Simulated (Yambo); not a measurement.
A G0W0@PBEsol run in Yambo for AgCl (space group Cmcm, No. 63) (4×4×4 Γ-centred k mesh, bands 9 to 99 and a 6 Ry block in the screening, 99 bands in G with the Bruneval-Gonze terminator, plasmon pole fitted at 27.2 eV) gives these matrix elements, in eV, at the band edges ((0.25, 0.25, 0) → Γ):

```json
[
 {"state": "valence edge", "E0": "0.000", "<Vxc>": "-21.111", "<Σx>": "-25.951", "<Σc(E0)>": "3.842", "Z": "0.797"},
 {"state": "conduction edge", "E0": "0.338", "<Vxc>": "-12.993", "<Σx>": "-9.128", "<Σc(E0)>": "-3.156", "Z": "0.823"}
]
```

Task: Solve the linearised quasiparticle equation for both states, give the gap, and say how exchange and correlation each act on it.

Result: E = E0 + Z(Σx + Σc − Vxc). Valence: 0.000 + 0.797 × (-25.951 + (3.842) − (-21.111)) = -0.80 eV. Conduction: 0.338 + 0.823 × (-9.128 + (-3.156) − (-12.993)) = 0.92 eV. The gap is 1.72 eV, against 0.34 eV in PBEsol. Replacing Vxc by bare exchange alone would open it by 8.71 eV; correlation takes back 7.00 eV of that, and Z scales what is left. Nearest settings tried, and what they do to the gap: 69 bands in G: +18 meV; 55 bands in W: +209 meV; 3 Ry block (45 vectors against 127): +4 meV. Not varied: mesh. So the settings aren't converged at that level. Spin-orbit splittings are left out.

Geometry relaxed with PBEsol; primitive cell a = 5.738 Å, b = 5.738 Å, c = 3.845 Å, α = 90.00°, β = 90.00°, γ = 142.44°.

This is not the ordinary phase of the substance; no match was found in the copy of COD used, and its stability was not checked.
